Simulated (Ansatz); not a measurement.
A relaxed cell of SrAl₂O₂ is given with its symmetry left out. The cell was found from a structure generator's guess, not taken from experiment.

Theory: DFT PBE, scalar-relativistic, plane waves, PAW (Ansatz 0.2.0). Cutoff 420 eV, Γ-centred mesh, Gaussian smearing, no spin polarisation.

```cif
data_structure
_symmetry_space_group_name_H-M 'P 1'
_symmetry_Int_Tables_number 1
_cell_length_a 6.8895
_cell_length_b 6.8895
_cell_length_c 3.1905
_cell_angle_alpha 90.000
_cell_angle_beta 90.000
_cell_angle_gamma 145.075
_cell_volume 86.70
loop_
_atom_site_label
_atom_site_type_symbol
_atom_site_fract_x
_atom_site_fract_y
_atom_site_fract_z
_atom_site_occupancy
Sr1 Sr 0.50000 0.50000 0.00000 1
Al1 Al 0.81236 0.18764 0.50000 1
Al2 Al 0.18764 0.81236 0.50000 1
O1 O 0.88601 0.11399 0.00000 1
O2 O 0.11399 0.88601 0.00000 1
```

Energies over the elements count from the elements' standard structures at the same level (O₂ as a molecule), with no fitted energy shifts.

Task: What space group does it have?

Result: Cmmm (No. 65). Conventional cell: a = 4.135 Å, b = 13.144 Å, c = 3.191 Å. Sr has 4 O at 2.55 Å; Al is surrounded by 2 O at 1.87 Å; O is surrounded by 2 Al at 1.87 Å and 2 Sr at 2.55 Å.

Task: How far does it lie from the elements in energy?

Result: −1.77 eV/atom. Whether it is stable depends on the other phases of the system, which aren't compared here.

Task: Is it a metal?

Result: Yes, bands cross the Fermi level on the 10×10×12 mesh.

The last run used a 10×10×12 mesh (in the run's order of axes) for its 5-atom cell and Gaussian smearing of 0.10 eV. This cell was reached by moving the atoms of another relaxed cell at random and relaxing again, last within the group found; it had no such test of its own.
